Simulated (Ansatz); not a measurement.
A distorted cell of ZnSe (zinc blende):

```
ZnSe
1.0
    0.00000     2.86650     2.86650
    2.86650     0.00000     2.86650
    2.86650     2.86650     0.00000
Se Zn
1 1
Direct
  0.66395   0.83605   0.70697
  0.00000   0.00000   0.00000
```

Calculation: PBE (plane waves to 420 eV, PAW, scalar-relativistic; Ansatz, a first-principles code). k mesh 8×8×8 (Γ-centred), Fermi-Dirac smearing 0.05 eV. E stands for the smeared free energy. Compression counts positive. ZnSe was relaxed with its symmetry unable to fall.

What forces act on the atoms (eV/Å, Cartesian)?


```csv
atom,Fx,Fy,Fz
Se1,-0.892,1.804,0.892
Zn2,0.892,-1.804,-0.892
```

What is the stress tensor (GPa)?


```
    4.3     -2.6     -6.6
   -2.6      1.7      2.8
   -6.6      2.8      4.9
```
The pressure, a third of the trace, is 3.6 GPa.

In it atom 1 sits (0.123, -0.370, 0.000) Å away from its relaxed site. What is its energy relative to the relaxed cell?

384 meV/cell.

(A displaced cell: forces are minus the slopes of the energy, force constants its curvatures, and phonons follow from these.)
